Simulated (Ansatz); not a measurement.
W₃N₄: a faulty run and its cure

Someone meant to compute W₃N₄ with PBE, plane waves and PAW in Ansatz and wrote this input.

```yaml
crystal:
  lattice:
    - [7.7894541902, 0.0, 0.0]
    - [0.0, 7.7894541902, 0.0]
    - [0.0, 0.0, 7.7894541902]
  atoms:
    - { symbol: W, position: [0.5, 0.5, 0.0] }
    - { symbol: W, position: [0.0, 0.5, 0.5] }
    - { symbol: W, position: [0.5, 0.0, 0.5] }
    - { symbol: "N", position: [0.5, 0.5, 0.5] }
    - { symbol: "N", position: [0.5, 0.0, 0.0] }
    - { symbol: "N", position: [0.0, 0.5, 0.0] }
    - { symbol: "N", position: [0.0, 0.0, 0.5] }
basis:
  ecutwfc: 420
kpoints:
  mp_grid: { grid: [4, 4, 4] }
hamiltonian:
  xc: pbe
scf:
  occupations: { method: gaussian, width: 0.1 }
  max_iter: 77
output:
  forces: true
  stress: true
  eigenvalues: true
```

Command:

```bash
ansatz run input.yaml --threads 2 --pin off --max-ram 5120MiB --backend cpu --events-out ev --progress --plain --runs-dir out
```

From the log (HF is the Harris–Foulkes energy, dr2 the density residual in eV):

```text
band count auto-derived: 41, from the close of a first SCF at 38 (N_el = 62.0; filled up to band 31; 38 by the electrons, moments and atoms)
Pseudopotential: W, paw, valence charge 14, recommended cutoff 420 eV (normal)
Pseudopotential: N, paw, valence charge 5, recommended cutoff 420 eV (normal)
Crystal: 7 atoms, lattice volume = 472.630 Å³
Basis set: ecut = 420 eV, 9171 PW (Γ), exchange–correlation on 108×108×108 points (8 copies of the dense FFT grid, shifted against one another)
Bands: 38, of which v1, the nominal top of the filled ones, is band 31 counted from 1 (30 counted from 0)
Symmetry: 48 space group operations
Space group: Pm-3m (ITA 221), of the structure as read, at distance tolerance 7.8e-5 Å
k-points: 10 of 64
Initial density: superposition of atomic densities, corrected by the library's trained network
SCF iter   1: HF=-32632.669309 eV  Δρ=1.64e-2  dr2=3.08e0
SCF iter   2: HF=-32632.690504 eV  Δρ=2.57e-2  dr2=8.05e0  recentre
SCF iter   3: HF=-32632.654039 eV  Δρ=1.06e-2  dr2=1.31e0
SCF iter   4: HF=-32632.644543 eV  Δρ=2.62e-3  dr2=3.02e-2
   ...
SCF iter  12: HF=-32632.645231 eV  Δρ=1.12e-5  dr2=9.53e-7
SCF iter  13: HF=-32632.645231 eV  Δρ=4.15e-6  dr2=1.00e-7
SCF iter  14: F=-32632.645231 eV  HF=-32632.645231 eV  Δρ=1.79e-6  dr2=3.47e-8
SCF 1, on 38 bands, converged in 14 iterations: F = -32632.645231 eV; the run's SCF on all bands comes behind
The result of the SCF on 38 bands, without a stress, told ahead of the SCF on all bands, whose result is the run's:
SCF converged after 14 iterations
Free energy (F): -32632.645231 eV
E sigma→0 (E₀):  -32632.441439 eV
Entropy (-TS):   -0.407585 eV (-58.226 meV/atom)
Fermi energy:    -1.934463 eV
--- Forces (eV/Å), atoms counted from 1 ---
  atom   1  W      0.00000000    -0.00000000    -0.00000000
  atom   2  W      0.00000000     0.00000000     0.00000000
  atom   3  W      0.00000000    -0.00000000    -0.00000000
  atom   4  N      0.00000000    -0.00000000    -0.00000000
  atom   5  N     -0.00000000    -0.00000000    -0.00000000
  atom   6  N      0.00000000     0.00000000    -0.00000000
  atom   7  N      0.00000000     0.00000000     0.00000000
```

Task: Which fault does the input hold?
A. Lattice vectors in bohr read as angstrom
B. An atom left out of the cell, with fixed occupations
C. A Hubbard U on a species that isn't in the cell
D. A total moment locked at a wrong value
E. One k-point for a metal

Result: A. Every length is 1.89 times too long, so the atoms are nearly free. The cure is the vectors in angstrom.

Mended input, as a difference (which also takes the mesh and iteration limit of the reference run):

```diff
 crystal:
   lattice:
-    - [7.7894541902, 0.0, 0.0]
-    - [0.0, 7.7894541902, 0.0]
-    - [0.0, 0.0, 7.7894541902]
+    - [4.122, 0.0, 0.0]
+    - [0.0, 4.122, 0.0]
+    - [0.0, 0.0, 4.122]
 kpoints:
-  mp_grid: { grid: [4, 4, 4] }
+  mp_grid: { grid: [10, 10, 10] }
 scf:
-  max_iter: 77
```

The mended run converges, with a pressure of 27.02 GPa, no gap. The faulty run's energy lay 8.29 eV per atom higher.

The mended run took 10 s on 2 threads of Arm Neoverse N1 (shared host), peak memory 0.4 GiB.